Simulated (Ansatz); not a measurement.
**Cu₃Pd: all-electron results**

```
CELL_PARAMETERS angstrom
3.72200 0.00000 0.00000
0.00000 3.72200 0.00000
0.00000 0.00000 3.72200
ATOMIC_POSITIONS crystal
Cu 0.00000 0.50000 0.50000
Cu 0.50000 0.00000 0.50000
Cu 0.50000 0.50000 0.00000
Pd 0.00000 0.00000 0.00000
```

Atom numbers follow the list: Cu1, Cu2, Cu3, Pd4.

Conventional cell: a = 3.722 Å, b = 3.722 Å, c = 3.722 Å, α = 90.00°, β = 90.00°, γ = 90.00°. Around Cu (atom 1) lie 8 Cu at 2.63 Å and 4 Pd at 2.63 Å. Around Pd (atom 4) lie 12 Cu at 2.63 Å.

The cell comes from COD entry 1524619, which wasn't checked; take it as a given geometry. It differs from other determinations.

Spin polarisation is left out, and whether a magnetic state lies lower isn't shown here.

Methods: DFT, PBEsol, all-electron LAPW, scalar-relativistic (Ansatz 0.2.0); DFT, PBEsol, PAW with Ansatz's default frozen-core files, scalar-relativistic (Ansatz 0.2.0).

For LAPW: a Γ-centred 9×9×9 k mesh, Fermi–Dirac smearing of 0.05 eV, basis error target 0.5 meV/atom, no spin polarisation. PAW takes a cutoff of 420 eV at this cell (files made with PBE, cores remade for this functional). The Ansatz runs share mesh, smearing and spin set-up. Values come from LAPW unless marked.

```json
{
  "Bader charges (from the PAW run)": "Cu1 +0.12, Pd4 -0.37 e",
  "Volume per atom": "87.0 bohr³"
}
```

Löwdin charges (with 0.72 e of the cell spilling out of the atomic basis, so their sizes and signs hang on that basis): what does the calculation give?

Cu1 0.08, Pd4 0.49 e.

Predict this quantity. Density of states at the Fermi level (0.2 eV bin).

2.03 states/eV per cell.

Give the computed value. Band gap.

none: with an odd electron count and no spin polarisation the bands can't all be full, a metal in this set-up (spin order or a larger cell could open a gap).

Pressure at this cell: what does the calculation give?

-83.9 kbar.
